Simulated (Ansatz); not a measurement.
Relaxed-ion elastic tensor of Li (9R (Sm type), R-3m) in GPa (Voigt order), r²SCAN (plane waves, PAW; program Ansatz); density 0.55 g/cm³, 20.99 Å³ per atom.

|  | 1 | 2 | 3 | 4 | 5 | 6 |
|---|---|---|---|---|---|---|
| 1 | 20.5 | 12.0 | 6.3 | 1.4 | 0.0 | 0.0 |
| 2 | 12.0 | 20.5 | 6.3 | -1.4 | 0.0 | 0.0 |
| 3 | 6.3 | 6.3 | 26.7 | 0.0 | 0.0 | 0.0 |
| 4 | 1.4 | -1.4 | 0.0 | 4.8 | 0.0 | 0.0 |
| 5 | 0.0 | 0.0 | 0.0 | 0.0 | 4.8 | 1.4 |
| 6 | 0.0 | 0.0 | 0.0 | 0.0 | 1.4 | 4.2 |

Is the crystal mechanically stable?

Yes: the smallest eigenvalue of C is 3.1 GPa.

Work out the Voigt, Reuss and Hill averages.

K_V = 13.0, K_R = 13.0, K_H = 13.0; G_V = 5.6, G_R = 4.6, G_H = 5.1 GPa.

Give Young's modulus, Poisson's ratio, Pugh's ratio and the universal anisotropy index.

E = 9KG/(3K + G) = 13.5 GPa; ν = 0.33; K/G = 2.54 (ductile by the Pugh limit of 1.75); A_U = 5G_V/G_R + K_V/K_R − 6 = 1.14.

Estimate the sound speeds and the Debye temperature.

v_l = √((K + 4G/3)/ρ) = 6000 m/s, v_t = √(G/ρ) = 3050 m/s, mean 3420 m/s; Θ = (h/k)(3n/4πV)^(1/3) v_m = 369 K.

Solve the Christoffel equation for the three sound speeds along x, y, z.

Eigenvalues of C_ijkl n_j n_l equal ρv². In km/s, slowest first: x 2.36, 3.29, 6.11; y 2.78, 2.90, 6.13; z 2.94, 2.94, 6.98.

How much does each axis shrink under pressure?

Linear compressibilities β_i = Σ_j S_ij (j = 1 to 3): x 26, y 26, z 25 per TPa.

The workflow started from a Materials Project entry (that database holds measured and hypothetical structures alike); the Crystallography Open Database files this formula in space group No. 166, but the cells were not matched. It is not the phase usual at ambient conditions (space group No. 229). Symmetry was held in the r²SCAN relaxation; of distortions, only those at the zone centre were tested. As this level gives no gap, shear constants depend on the k-mesh and smearing (Fermi–Dirac, 0.1 eV here).

Potentials: the later of the program's two PAW sets.
